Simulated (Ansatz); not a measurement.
RbCNO in space group Ima2 (No. 46; Rb on 4a, C on 4b, N on 4b, O on 4b), DFT-r²SCAN in the program Ansatz with PAW potentials. The conduction-band minimum lies at Γ, with 1 equivalent valley. Second derivatives d²E/dk² of the lowest band at one valley (eV·Å²), along Cartesian directions:

```
direction  d²E/dk²
---------  -------
[100]        14.35
[010]        13.12
[001]        12.88
[110]        13.74
[101]        13.61
[011]        13.00
```

Question: Find the principal effective masses, the density-of-states mass and the conductivity mass.

Answer: Off-diagonal terms follow from H_xy = H[110] − (H_xx + H_yy)/2, and m*/mₑ = 7.620 eV·Å² over each eigenvalue: 0.53, 0.58, 0.59. One valley's DOS mass (m₁m₂m₃)^(1/3) = 0.57, conductivity mass 3/(Σ 1/mᵢ) = 0.57 mₑ.

Question: What effective density of states Nc follows at 300 K for parabolic valleys?

Answer: Nc = 2.509e19 × 1 × (0.57)^(3/2) ≈ 1.1e19 cm⁻³.

The first step of the workflow began from a Materials Project structure, measured or hypothetical; the Crystallography Open Database copy checked does not list it. With N and O taken as one species the cell has the higher symmetry I4/mcm, so it may be an ordered model of a mixed-site phase. Whether it is the stable phase at ambient conditions was not checked. The cell was relaxed with r²SCAN under the symmetry of its start; its stability against distortions is not shown here. Spin–orbit coupling is left out wherever it is not named.

Potentials: the later of the program's two PAW sets.

Edges and masses are those of Kohn–Sham bands, whose gap is no quasiparticle gap.
